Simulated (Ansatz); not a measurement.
Input:

GaCuSe2:
```cif
data_Cu2Ga2Se4
_chemical_formula_sum 'Ga2 Cu2 Se4'
_space_group_name_H-M_alt 'P 1'
_space_group_IT_number 1
_cell_length_a 6.82073
_cell_length_b 6.82073
_cell_length_c 6.82073
_cell_angle_alpha 131.458
_cell_angle_beta 131.458
_cell_angle_gamma 71.087
loop_
_space_group_symop_operation_xyz
  'x, y, z'
loop_
_atom_site_label
_atom_site_type_symbol
_atom_site_fract_x
_atom_site_fract_y
_atom_site_fract_z
_atom_site_occupancy
Ga1 Ga 0.25000 0.75000 0.50000 1
Ga2 Ga 0.50000 0.50000 0.00000 1
Cu1 Cu 0.75000 0.25000 0.50000 1
Cu2 Cu 0.00000 0.00000 0.00000 1
Se1 Se 0.12130 0.12500 0.49630 1
Se2 Se 0.87500 0.37130 0.99630 1
Se3 Se 0.62870 0.62500 0.50370 1
Se4 Se 0.37500 0.87870 0.00370 1
```

This is the r²SCAN-relaxed structure.

Q: All from DFT-r²SCAN in the program Ansatz with PAW potentials, unless another level is named. Give the formation energy from the elements (no fitted shifts).

A: -55 kJ/mol-atom.

Q: What about the valence-band maximum?

A: at Γ.

Space group I-42d (chalcopyrite). The cell was relaxed with r²SCAN under the symmetry of its start. No spin polarisation was allowed. The references are the lowest solids computed at this level, not always the standard phases. Spin–orbit coupling is left out wherever it is not named.

Potentials: the later of the program's two PAW sets.
